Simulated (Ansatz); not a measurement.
YCo₅ (space group P6/mmm)

```xyz
6
Lattice="4.8386 0.0000 0.0000 -2.4193 4.1903 0.0000 0.0000 0.0000 3.8953" Properties=species:S:1:pos:R:3 pbc="T T T"
Y      0.0000     0.0000     0.0000
Co     0.0000     2.7936     0.0000
Co     2.4193     1.3968     0.0000
Co     2.4193     0.0000     1.9477
Co     1.2096     2.0952     1.9477
Co    -1.2096     2.0952     1.9477
```

The slice is a (-1 2 -1 0) plane (indices of the conventional cell) through the point (0.667, 0.333, 0.000) (fractional), spanned by u = [001] and v = [210] in vectors of this cell: u (3.90 Å) and v (8.38 Å, at 90° to u). It covers one period; positions are fractions (u, v).

Computed with PBEsol (plane waves to 420 eV, PAW, scalar-relativistic; Ansatz, a first-principles code). k mesh 11×11×12. Near the nuclei the fields are pseudised (PAW); where an atom keeps semicore shells as valence, they peak there. Relaxed YCo5 ends ferromagnetic. YCo5 was relaxed with its symmetry unable to fall. The magnetic order is the one the run started from; other orders were not tried.

### Question
Sketch the electrostatic potential energy of an electron, from the cell's mean on this plane as a map.

### Answer
```
v \ u  0.00  0.11  0.22  0.33  0.44  0.56  0.67  0.78  0.89
-----  ----  ----  ----  ----  ----  ----  ----  ----  ----
0.90      x     x   9.5  10.2   8.1   8.1  10.2   9.5     x
0.80   <4.0   4.1   8.5  11.2  12.0  12.0  11.2   8.5   4.1
0.70      x     x     x   6.7  11.3  11.3   6.7     x     x
0.60      x     x  <4.0   8.3  11.8  11.8   8.3  <4.0     x
0.50    7.1   8.4  10.7  11.5  11.0  11.0  11.5  10.7   8.4
0.40      x     x   5.7   9.7   8.1   8.1   9.7   5.7     x
0.30      x     x     x   9.3   8.4   8.4   9.3     x     x
0.20    8.6   9.6   7.8     x     x     x     x   7.8   9.6
0.10      x     x   7.5     x     x     x     x   7.5     x
0.00      x     x     x   9.9  10.0  10.0   9.9     x     x
```

Values: electrostatic potential energy of an electron, from the cell's mean, in eV. Points within 1 Å of a nucleus are blanked (x), as the pseudised field means little there. Values under 4 eV are set to 4. The zero, the cell's mean, hangs on the PAW cores.
